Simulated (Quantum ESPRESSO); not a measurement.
## PSi2AlC4 (one run as intended and one with a planted mistake)

A calculation, not a measurement. The program is pw.x of Quantum ESPRESSO 7.5 (plane-wave density functional theory). The cell is made up: 8 atoms on a wurtzite lattice, with randomly drawn elements, strain and displacements, not relaxed. PseudoDojo standard norm-conserving files (v0.5 for PBE, v0.4.1 for LDA and PBEsol) set the functional; there is no spin polarisation, spin-orbit coupling or dispersion term, and the masses in the input are unused placeholders.

Intended input:

```
&control calculation='scf', pseudo_dir='./dojo.nc.sr.pbe.v0_5.standard.upf', outdir='./o', disk_io='medium', tprnfor=.true., tstress=.true. /
&system ibrav=0, nat=8, ntyp=4, nbnd=22, ecutwfc=82.02448710, nosym=.true., tot_charge=0,
 occupations='smearing', smearing='fd', degauss=0.0018374661
/
&electrons conv_thr=7.350e-09, electron_maxstep=60, /
ATOMIC_SPECIES
Al 1.0 Al.upf
C 1.0 C.upf
P 1.0 P.upf
Si 1.0 Si.upf
CELL_PARAMETERS angstrom
3.0818 -0.0406 -0.0561
-0.0704 5.3202 -0.0205
-0.0916 -0.0193 5.0537
ATOMIC_POSITIONS angstrom
P 0.0276 -0.0149 -0.0356
Si 1.4662 2.6507 0.039
Al 1.4526 0.7964 2.4926
Si -0.0997 3.509 2.535
C -0.0563 0.0621 1.8939
C 1.4326 2.5823 1.8873
C 1.4067 0.8482 4.4053
C -0.1026 3.4976 4.4347
K_POINTS automatic
6 4 4 1 1 1
```

The log is shortened where brackets say so; the opening notice, blank lines, dates and the lines on written files are dropped, and the path of the files is cut. It prints rydbergs, bohrs and kilobars, and counts compression as positive stress.

Log of the intended run:

```
     Program PWSCF v.7.5
     Parallel version (MPI & OpenMP), running on       1 processor cores
     Number of MPI processes:                 1
     Threads/MPI process:                     1
     [start-up lines left out]
     bravais-lattice index     =            0
     lattice parameter (alat)  =       5.8252  a.u.
     unit-cell volume          =     558.8718 (a.u.)^3
     number of atoms/cell      =            8
     number of atomic types    =            4
     number of electrons       =        32.00
     number of Kohn-Sham states=           22
     kinetic-energy cutoff     =      82.0245  Ry
     charge density cutoff     =     328.0979  Ry
     scf convergence threshold =      7.3E-09
     mixing beta               =       0.7000
     number of iterations used =            8  plain     mixing
     Exchange-correlation= PBE
                           (   1   4   3   4   0   0   0)
     [axes and pseudopotential details left out]
   Cartesian axes
     site n.     atom                  positions (alat units)
         1        P      tau(   1) = (   0.0089535  -0.0048336  -0.0115488  )
         2        Si     tau(   2) = (   0.4756409   0.8598972   0.0126517  )
         3        Al     tau(   3) = (   0.4712290   0.2583552   0.8086089  )
         4        Si     tau(   4) = (  -0.0323431   1.1383329   0.8223636  )
         5        C      tau(   5) = (  -0.0182639   0.0201455   0.6143884  )
         6        C      tau(   6) = (   0.4647409   0.8377079   0.6122473  )
         7        C      tau(   7) = (   0.4563388   0.2751593   1.4290961  )
         8        C      tau(   8) = (  -0.0332838   1.1346347   1.4386335  )
     number of k points=    48  Fermi-Dirac smearing, width (Ry)=  0.0018
                       cart. coord. in units 2pi/alat
        k(    1) = (   0.0857488   0.0738618   0.0780819), wk =   0.0416667
        k(    2) = (   0.0885339   0.0744865   0.2306259), wk =   0.0416667
     [further k points left out]
     Dense  grid:    56071 G-vectors     FFT dimensions: (  36,  60,  60)
     Estimated max dynamical RAM per process >      66.18 MB
     Initial potential from superposition of free atoms
     starting charge      31.9960, renormalised to      32.0000
     Starting wfcs are   32 randomized atomic wfcs
     total cpu time spent up to now is        6.9 secs
     per-process dynamical memory:    53.3 Mb
     Self-consistent Calculation
     iteration #  1     ecut=    82.02 Ry     beta= 0.70
     Davidson diagonalization with overlap
     ethr =  1.00E-02,  avg # of iterations =  3.4
     total cpu time spent up to now is       20.1 secs
     total energy              =     -82.71449429 Ry
     estimated scf accuracy    <       2.05040114 Ry
     iteration #  2     ecut=    82.02 Ry     beta= 0.70
     Davidson diagonalization with overlap
     ethr =  6.41E-03,  avg # of iterations =  2.4
     total cpu time spent up to now is       31.9 secs
     total energy              =     -82.99163364 Ry
     estimated scf accuracy    <       2.01634504 Ry
     [iterations 3 to 10 left out]
     iteration # 11     ecut=    82.02 Ry     beta= 0.70
     Davidson diagonalization with overlap
     ethr =  1.00E-09,  avg # of iterations =  3.7
     total cpu time spent up to now is      130.0 secs
     total energy              =     -83.52763609 Ry
     estimated scf accuracy    <       0.00000019 Ry
     iteration # 12     ecut=    82.02 Ry     beta= 0.70
     Davidson diagonalization with overlap
     ethr =  6.07E-10,  avg # of iterations =  2.1
     total cpu time spent up to now is      137.8 secs
     End of self-consistent calculation
     [lines on levels left out]
!    total energy              =     -83.52763614 Ry
     estimated scf accuracy    <          7.1E-09 Ry
     smearing contrib. (-TS)   =      -0.00000000 Ry
     internal energy E=F+TS    =     -83.52763614 Ry
     The total energy is F=E-TS. E is the sum of the following terms:
     one-electron contribution =      20.98644501 Ry
     hartree contribution      =       9.86359875 Ry
     xc contribution           =     -30.26867758 Ry
     ewald contribution        =     -84.10900233 Ry
     convergence has been achieved in  12 iterations
     Forces acting on atoms (cartesian axes, Ry/au):
     atom    1 type  3   force =    -0.03497253   -0.00631822    0.12543012
     atom    2 type  4   force =     0.04309588   -0.01937023    0.03141162
     atom    3 type  1   force =     0.05648202    0.04303148   -0.01369807
     atom    4 type  4   force =    -0.00175956    0.02287482   -0.07337784
     atom    5 type  2   force =    -0.04771815   -0.17210223   -0.11759691
     atom    6 type  2   force =     0.00252881    0.10506413   -0.00454548
     atom    7 type  2   force =     0.02750192   -0.03596792    0.05695844
     atom    8 type  2   force =    -0.04515839    0.06278818   -0.00458188
     Total force =     0.315346     Total SCF correction =     0.000090
     Computing stress (Cartesian axis) and pressure
          total   stress  (Ry/bohr**3)                   (kbar)     P=       80.79
   0.00077925   0.00039865   0.00047590          114.63       58.64       70.01
   0.00039865   0.00043371   0.00010060           58.64       63.80       14.80
   0.00047590   0.00010060   0.00043464           70.01       14.80       63.94
     init_run     :      6.64s CPU      6.76s WALL (       1 calls)
     electrons    :    119.08s CPU    130.89s WALL (       1 calls)
     forces       :      1.37s CPU      1.39s WALL (       1 calls)
     stress       :      5.30s CPU      5.34s WALL (       1 calls)
     [timing details left out]
     PWSCF        :   2m12.56s CPU   2m24.63s WALL
     JOB DONE.
```

A second run has one planted mistake: the cell has the wrong charge. The input lines that differ, file-writing options aside:

```
- &system ibrav=0, nat=8, ntyp=4, nbnd=22, ecutwfc=82.02448710, nosym=.true., tot_charge=0,
+ &system ibrav=0, nat=8, ntyp=4, nbnd=23, ecutwfc=82.02448710, nosym=.true., tot_charge=-1,
```

Its log:

```
     Program PWSCF v.7.5
     Parallel version (MPI & OpenMP), running on       1 processor cores
     Number of MPI processes:                 1
     Threads/MPI process:                     1
     [start-up lines left out]
     bravais-lattice index     =            0
     lattice parameter (alat)  =       5.8252  a.u.
     unit-cell volume          =     558.8718 (a.u.)^3
     number of atoms/cell      =            8
     number of atomic types    =            4
     number of electrons       =        33.00
     number of Kohn-Sham states=           23
     kinetic-energy cutoff     =      82.0245  Ry
     charge density cutoff     =     328.0979  Ry
     scf convergence threshold =      7.3E-09
     mixing beta               =       0.7000
     number of iterations used =            8  plain     mixing
     Exchange-correlation= PBE
                           (   1   4   3   4   0   0   0)
     [axes and pseudopotential details left out]
   Cartesian axes
     site n.     atom                  positions (alat units)
         1        P      tau(   1) = (   0.0089535  -0.0048336  -0.0115488  )
         2        Si     tau(   2) = (   0.4756409   0.8598972   0.0126517  )
         3        Al     tau(   3) = (   0.4712290   0.2583552   0.8086089  )
         4        Si     tau(   4) = (  -0.0323431   1.1383329   0.8223636  )
         5        C      tau(   5) = (  -0.0182639   0.0201455   0.6143884  )
         6        C      tau(   6) = (   0.4647409   0.8377079   0.6122473  )
         7        C      tau(   7) = (   0.4563388   0.2751593   1.4290961  )
         8        C      tau(   8) = (  -0.0332838   1.1346347   1.4386335  )
     number of k points=    48  Fermi-Dirac smearing, width (Ry)=  0.0018
                       cart. coord. in units 2pi/alat
        k(    1) = (   0.0857488   0.0738618   0.0780819), wk =   0.0416667
        k(    2) = (   0.0885339   0.0744865   0.2306259), wk =   0.0416667
     [further k points left out]
     Dense  grid:    56071 G-vectors     FFT dimensions: (  36,  60,  60)
     Estimated max dynamical RAM per process >      66.72 MB
     Initial potential from superposition of free atoms
     starting charge      31.9960, renormalised to      33.0000
     Starting wfcs are   32 randomized atomic wfcs
     total cpu time spent up to now is        6.2 secs
     per-process dynamical memory:    53.4 Mb
     Self-consistent Calculation
     iteration #  1     ecut=    82.02 Ry     beta= 0.70
     Davidson diagonalization with overlap
     ethr =  1.00E-02,  avg # of iterations =  3.5
     total cpu time spent up to now is       17.8 secs
     total energy              =     -81.98118442 Ry
     estimated scf accuracy    <       1.60973807 Ry
     iteration #  2     ecut=    82.02 Ry     beta= 0.70
     Davidson diagonalization with overlap
     ethr =  4.88E-03,  avg # of iterations =  2.3
     total cpu time spent up to now is       26.4 secs
     total energy              =     -82.36450910 Ry
     estimated scf accuracy    <       1.30582545 Ry
     [iterations 3 to 11 left out]
     iteration # 12     ecut=    82.02 Ry     beta= 0.70
     Davidson diagonalization with overlap
     ethr =  1.21E-10,  avg # of iterations =  3.4
     total cpu time spent up to now is      137.6 secs
     total energy              =     -82.65114642 Ry
     estimated scf accuracy    <       0.00000001 Ry
     iteration # 13     ecut=    82.02 Ry     beta= 0.70
     Davidson diagonalization with overlap
     ethr =  3.24E-11,  avg # of iterations =  2.0
     total cpu time spent up to now is      148.1 secs
     End of self-consistent calculation
     [lines on levels left out]
!    total energy              =     -82.65114642 Ry
     estimated scf accuracy    <          1.5E-09 Ry
     smearing contrib. (-TS)   =      -0.00029950 Ry
     internal energy E=F+TS    =     -82.65084692 Ry
     The total energy is F=E-TS. E is the sum of the following terms:
     one-electron contribution =      22.67068651 Ry
     hartree contribution      =       9.88413714 Ry
     xc contribution           =     -31.09666824 Ry
     ewald contribution        =     -84.10900233 Ry
     convergence has been achieved in  13 iterations
     Forces acting on atoms (cartesian axes, Ry/au):
     atom    1 type  3   force =    -0.01834929    0.03999432    0.08840641
     atom    2 type  4   force =     0.03021518   -0.04210056    0.01421924
     atom    3 type  1   force =     0.05667605    0.03846672    0.01225045
     atom    4 type  4   force =     0.00031651    0.02468889   -0.03629027
     atom    5 type  2   force =    -0.04936701   -0.16635838   -0.11655311
     atom    6 type  2   force =     0.00233632    0.10389789   -0.01456566
     atom    7 type  2   force =     0.01471354   -0.03100516    0.06504260
     atom    8 type  2   force =    -0.03654129    0.03241630   -0.01250966
     Total force =     0.286476     Total SCF correction =     0.000046
     Computing stress (Cartesian axis) and pressure
          total   stress  (Ry/bohr**3)                   (kbar)     P=      359.42
   0.00296625   0.00024303   0.00048521          436.35       35.75       71.38
   0.00024303   0.00222487   0.00013973           35.75      327.29       20.56
   0.00048521   0.00013973   0.00213882           71.38       20.56      314.63
     init_run     :      5.93s CPU      6.04s WALL (       1 calls)
     electrons    :    122.92s CPU    141.94s WALL (       1 calls)
     forces       :      1.73s CPU      1.75s WALL (       1 calls)
     stress       :      6.71s CPU      6.75s WALL (       1 calls)
     [timing details left out]
     PWSCF        :   2m17.50s CPU   2m37.31s WALL
     JOB DONE.
```

|  | intended run | run with the mistake |
| --- | --- | --- |
| free energy (eV) | -1136.451 | -1124.526 |
| smearing term -TS (eV) | 0.0000 | -0.0041 |
| pressure (GPa) | 8.08 | 35.94 |
| largest force component (eV/Å) | 4.425 | 4.277 |
| largest change of a force component (eV/Å) |  | 1.191 |
| iterations | 12 | 13 |

For scale, a rerun of the intended cell at 1347 eV and a 8 x 6 x 6 mesh moved values by no more than 0.003 eV in energy, 0.15 GPa in stress and 0.007 eV/Å in force. The charged cell sits in a uniform background, so its energy and stress rest on the program's zero of potential. The number of bands, nbnd, was set by rule from the electron count and the smearing, so it follows the mistake.